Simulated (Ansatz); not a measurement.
# AlCu (space group C2/m), frozen-phonon scan

AlCu (space group C2/m)

```yaml
crystal:
  lattice:
    - [5.90996, -2.00618, 0.00000]
    - [5.90996, 2.00618, 0.00000]
    - [-3.86862, 0.00000, 5.55959]
  atoms:
    - { symbol: Cu, position: [0.00000, 0.00000, 0.00000] }
    - { symbol: Cu, position: [0.25816, 0.25816, 0.23991] }
    - { symbol: Cu, position: [0.74184, 0.74184, 0.76009] }
    - { symbol: Cu, position: [0.10948, 0.10948, 0.77284] }
    - { symbol: Cu, position: [0.89052, 0.89052, 0.22716] }
    - { symbol: Al, position: [0.50000, 0.50000, 0.50000] }
    - { symbol: Al, position: [0.15490, 0.15490, 0.45942] }
    - { symbol: Al, position: [0.84510, 0.84510, 0.54058] }
    - { symbol: Al, position: [0.37704, 0.37704, 0.99452] }
    - { symbol: Al, position: [0.62296, 0.62296, 0.00548] }
```

The atoms are displaced by Q × the pattern below (from a DFPT mode at Γ, largest move 1; Q in Å), at fixed cell.

```
atom      x       y      z
----  -----  ------  -----
Cu2   0.000  -0.168  0.000
Cu3   0.000   0.168  0.000
Cu4   0.000  -0.162  0.000
Cu5   0.000   0.162  0.000
Al7   0.000  -0.068  0.000
Al8   0.000   0.068  0.000
Al9   0.000  -1.000  0.000
Al10  0.000   1.000  0.000
```

Atoms not listed stay in place.

Calculation: LDA (plane waves to 420 eV, PAW, scalar-relativistic; Ansatz, a first-principles code). k mesh 12×12×8 (Γ-centred), Fermi-Dirac smearing 0.05 eV. E stands for the smeared free energy. Stress and pressure are positive under compression. With partly filled bands, energies and forces of such displacements shift with the k mesh and the smearing. AlCu is run without spin polarisation. AlCu was relaxed with its symmetry unable to fall. The zero of ΔE is the undisplaced structure.

```csv
Q (Å),ΔE (meV/cell),−dE/dQ from forces (eV/Å),P (GPa)
-0.180,454,5.146,1.7
-0.150,313,4.235,1.1
-0.120,199,3.353,0.7
-0.090,112,2.494,0.4
-0.060,49,1.653,0.2
-0.030,12,0.823,0.0
0.000,0,0.000,0.0
0.030,12,-0.823,0.0
0.060,49,-1.653,0.2
0.090,112,-2.494,0.4
0.120,199,-3.353,0.7
0.150,313,-4.235,1.1
0.180,454,-5.146,1.7
```

Read from the data:

| Item | Result |
|---|---|
| Energy at Q = 0.180 Å | 454 meV/cell |
| Space group of the distorted cell | P-1 (No. 2), lowered from C2/m |
| Symmetry of the curve | even: the same for both signs |
| Shape of the curve | a single well with its minimum at or next to zero displacement |
| Harmonic wavenumber from the curvature (finite differences) | 349 cm⁻¹ |

(A displaced cell: forces are minus the slopes of the energy, force constants its curvatures, and phonons follow from these.)
